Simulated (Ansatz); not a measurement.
## KCd$_{4}$P$_{3}$, first-principles data

KCd$_{4}$P$_{3}$:
```xyz
8
Lattice="2.1630 1.2488 11.7239 -2.1630 1.2488 11.7239 0.0000 -2.4977 11.7239" Properties=species:S:1:pos:R:3 pbc="T T T"
K      0.0000     0.0000    17.5858
Cd     0.0000     0.0000     3.1600
Cd     0.0000     0.0000    32.0117
Cd     0.0000     0.0000    10.6209
Cd     0.0000     0.0000    24.5507
P      0.0000     0.0000     8.0577
P      0.0000     0.0000    27.1140
P      0.0000     0.0000     0.0000
```

Space group R-3m (No. 166); conventional cell a = 4.326 Å, b = 4.326 Å, c = 35.172 Å, α = 90.00°, β = 90.00°, γ = 120.00°.

Method: the program Ansatz at the PBEsol level (PAW). Geometry: relaxed at this level of theory. Other levels are named where they apply.

**Cell and energy**

* **Volume per atom**: 23.75 Å³
* **Density**: 5.08 g/cm³
* **Formation energy from the elements (no fitted shifts)**: -189 meV/atom

**Electronic structure**

- Electronic character: no gap, with almost no states at the Fermi level (zero-gap or semimetallic)
- Density of states at the Fermi level: 0.01 states/eV per atom (mean over ±0.08 eV)
- HSE06 gap on the PBEsol cell: 0.61 eV (a hybrid on a coarse mesh can open a false gap in a semimetal)
- Gap with spin–orbit coupling: none (metallic)

**Mechanics**

Bulk modulus (Birch–Murnaghan fit): 41.5 GPa
Pressure derivative B′: 4.7

**Charges**

- Bader charges: K +0.76, Cd +0.44 to +0.51, P -0.90 to -0.88 e

The measured cell (COD 4326069, doi:10.1021/ic2009418; 200 K, pressure taken as ambient) has 24.20 Å³ per atom; the computed volume differs by -1.8 %, which includes thermal expansion and zero-point motion.

The workflow started from an entry of the Crystallography Open Database (COD, 200 K). Its standing as an ambient phase is unchecked. Symmetry was held in the PBEsol relaxation; whether a distortion lowers the energy is not shown. The references are the lowest solids computed at this level, not always the standard phases. Scalar-relativistic: spin–orbit coupling is off unless named, which matters more the heavier the elements.

Potentials: the later of the program's two PAW sets.
